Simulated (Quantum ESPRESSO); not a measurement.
pw.x input (Quantum ESPRESSO 7.5; PBEsol, PseudoDojo standard norm-conserving files, scalar-relativistic):

```
&CONTROL
  calculation = 'scf'
  pseudo_dir = './pseudo'
  outdir = './out'
  tprnfor = .true.
  tstress = .true.
/
&SYSTEM
  ibrav = 0
  nat = 9
  ntyp = 2
  ecutwfc = 84.0
  ecutrho = 336.0
  occupations = 'smearing'
  smearing = 'fd'
  degauss = 0.002
  nbnd = 43
/
&ELECTRONS
  conv_thr = 9e-10
/
ATOMIC_SPECIES
O 15.9990 O.upf
Ti 47.8670 Ti.upf
CELL_PARAMETERS angstrom
  2.968260000000   0.000000000000   0.000000000000
  0.000205000000   4.707610000000   0.000000000000
  1.483570000000   0.242356000000   7.083460000000
ATOMIC_POSITIONS crystal
O   0.568000000000   0.815300000000   0.872800000000
O   0.229400000000   0.703000000000   0.549500000000
O   0.906500000000   0.691800000000   0.195200000000
O   0.101200000000   0.309000000000   0.806200000000
O   0.777900000000   0.297700000000   0.451900000000
O   0.440000000000   0.185400000000   0.128500000000
Ti   0.661700000000   0.520500000000   0.684500000000
Ti   0.344600000000   0.480300000000   0.317000000000
Ti   0.003400000000   0.000400000000   0.000700000000
K_POINTS automatic
10 6 4 0 0 0
```

End of the output:

```
     total energy              =    -554.69492762 Ry
     estimated scf accuracy    <       0.00000003 Ry
     total energy              =    -554.69492763 Ry
     estimated scf accuracy    <          2.1E-09 Ry
     total energy              =    -554.69492763 Ry
     estimated scf accuracy    <          1.3E-09 Ry
[...]
     the Fermi energy is     9.1022 ev
!    total energy              =    -554.69492763 Ry
     estimated scf accuracy    <          4.8E-10 Ry
     smearing contrib. (-TS)   =       0.00000000 Ry
     internal energy E=F+TS    =    -554.69492763 Ry
     The total energy is F=E-TS. E is the sum of the following terms:
     one-electron contribution =    -227.42450515 Ry
     hartree contribution      =     146.47250866 Ry
     xc contribution           =    -101.13132161 Ry
     ewald contribution        =    -372.61160953 Ry
     convergence has been achieved in  22 iterations
     Forces acting on atoms (cartesian axes, Ry/au):
     atom    1 type  1   force =    -0.00016613    0.00223343    0.00158760
     atom    2 type  1   force =    -0.00017173   -0.00889309    0.00193152
     atom    3 type  1   force =    -0.00001568   -0.00070141    0.00111131
     atom    4 type  1   force =    -0.00006258    0.00060101   -0.00107652
     atom    5 type  1   force =     0.00031653    0.00899635   -0.00206480
     atom    6 type  1   force =    -0.00000700   -0.00210415   -0.00143389
     atom    7 type  2   force =     0.00002718   -0.00011754   -0.00670139
     atom    8 type  2   force =     0.00010671    0.00001016    0.00655665
     atom    9 type  2   force =    -0.00002729   -0.00002476    0.00008950
     Total force =     0.016533     Total SCF correction =     0.000019
     Computing stress (Cartesian axis) and pressure
          total   stress  (Ry/bohr**3)                   (kbar)     P=      -33.54
  -0.00031041  -0.00000124   0.00000062          -45.66       -0.18        0.09
  -0.00000124  -0.00014858  -0.00001314           -0.18      -21.86       -1.93
   0.00000062  -0.00001314  -0.00022498            0.09       -1.93      -33.10
```
In a gapped system the printed Fermi energy is only some level inside the gap.

Geometry of the Materials Project entry, not relaxed at this level.
